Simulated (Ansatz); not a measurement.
TaN (space group P6/mmm)

```xyz
6
Lattice="5.2017 0.0000 0.0000 -2.6008 4.5048 0.0000 0.0000 0.0000 2.9061" Properties=species:S:1:pos:R:3 pbc="T T T"
Ta     0.0000     0.0000     0.0000
Ta     0.0000     3.0032     1.4531
Ta     2.6008     1.5016     1.4531
N      2.6008     0.0000     0.0000
N      1.3004     2.2524     0.0000
N     -1.3004     2.2524     0.0000
```

Equation-of-state scan: isotropic scaling of the cell above, V₀ being its volume. Symmetry pins the atoms to their sites.

Method: PBEsol (plane waves to 420 eV, PAW, scalar-relativistic; Ansatz, an electronic-structure program). k mesh 10×10×16 (Γ-centred), Fermi-Dirac smearing 0.05 eV. The energy includes the smearing's −TS. Spin-orbit coupling is left out, though Ta is heavy. TaN is run without spin polarisation. TaN was relaxed with its symmetry unable to fall. This is one of several known forms of TaN; the measured ambient cells at hand have space group No. 189. ΔE is measured from the relaxed starting cell.

**Question.** Estimate the ΔE (eV/atom) for V/V₀ = 0.940, 0.955, 0.970, 1.015, 1.030, 1.045.

**Answer.** 
```
V/V₀   ΔE (eV/atom)
-----  ------------
0.940         0.046
0.955         0.025
0.970         0.011
1.015         0.003
1.030         0.010
1.045         0.021
```

(A scan under strain: stresses follow from slopes of the energy per volume, elastic moduli from its curvatures.)
